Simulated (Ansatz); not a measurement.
The relaxed structure here is a generated cell of Hf: the first start was made by a random draw of sites in a space group, and the end was not matched to a known phase here, so it may be hypothetical. Known forms of Hf include space group No. 194.

A relaxed cell of Hf (Fm-3m (No. 225)), relaxed on a k-mesh at least as fine as the one used below. Method: PBEsol (plane waves to 420 eV, PAW, scalar-relativistic; Ansatz, an electronic-structure program). Γ-centred k-mesh 13×7×13 on the run's cell (coarser than for final values), Fermi–Dirac smearing 0.05 eV.

```xyz
2
Lattice="0.0000 2.2092 2.2092 4.4184 0.0000 4.4184 2.2092 2.2092 0.0000" Properties=species:S:1:pos:R:3 pbc="T T T"
Hf     2.2092     2.2092     2.2092
Hf     4.4184     2.2092     4.4184
```

The atoms are displaced by (Å):

| atom | ux | uy | uz |
|---|---|---|---|
| Hf1 | -0.112 | 0.062 | 0.104 |
| Hf2 | 0.086 | -0.080 | 0.069 |

**Question.** What forces (eV/Å) and pressure result?

**Answer.** 
```tsv
atom	Fx	Fy	Fz
Hf1	0.63	-0.55	0.27
Hf2	-0.63	0.55	-0.27
```

Pressure +1.3 GPa.

**Question.** Estimate the energy cost of the displacement in the harmonic approximation and compare with the calculation.

**Answer.** For a harmonic well ΔE = −½ Σ F·u = 0.096 eV a cell, or 48 meV/atom. The calculated energy relative to the undisplaced cell is +0.04 eV/atom, so the harmonic estimate holds well.

No spin polarisation in the result.

The run that gave the undisplaced cell could not lose the symmetry of its start; a randomly shaken copy of 2 atoms returns to this structure.
